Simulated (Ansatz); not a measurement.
Consider a crystal of GaPtC₄N₄ in space group P-43m (No. 215), with Ga on 1a; Pt on 1b; C on 4e; N on 4e. A trial structure of GaPtC₄N₄ was built thus: two interpenetrating cyanide-bridged diamond nets.

Method: DFT PBE, scalar-relativistic, plane waves, PAW (Ansatz). Cutoff 420 eV, Γ-centred mesh, Gaussian smearing, collinear spin.

Formation energies are uncorrected and refer to the elements' standard structures at the same level (N₂ as a molecule).

**Question.** Give the relaxed lattice parameters and positions.

**Answer.**

Space group P-43m (No. 215). a = 6.019 Å, b = 6.019 Å, c = 6.019 Å, α = 90.00°, β = 90.00°, γ = 90.00°
```
atom  site  symmetry       x       y       z
  Ga    1a      -43m  0.0000  0.0000  0.0000
  Pt    1b      -43m  0.5000  0.5000  0.5000
   C    4e       .3m  0.1886  0.1886  0.1886
   N    4e       .3m  0.3005  0.3005  0.3005
```

Ga is surrounded by 4 C at 1.97 Å; Pt is surrounded by 4 N at 2.08 Å; C has 1 N at 1.17 Å and 1 Ga at 1.97 Å; around N lie 1 C at 1.17 Å and 1 Pt at 2.08 Å. Another local minimum with the same sites may exist.

**Question.** Where does its energy lie, and is it a metal?

**Answer.** The formation energy is +0.64 eV/atom. The gap on the 6×6×6 mesh of the 10-atom cell is 0 eV (a metal). The net moment per atom is 0.10 μB and the moment by site is Pt 0.5 μB. It can't be a ground state, since the elements alone are lower.

The last run used collinear spin and Gaussian smearing of 0.10 eV. Spin–orbit coupling, which can matter for Pt, is left out. The reference form of C is held partly by dispersion forces, which this level lacks. Another magnetic order may lie lower. Symmetry constrained the relaxation, so the result can be a saddle point. Site moments count only spheres around the atoms; the net moment includes the space between them.
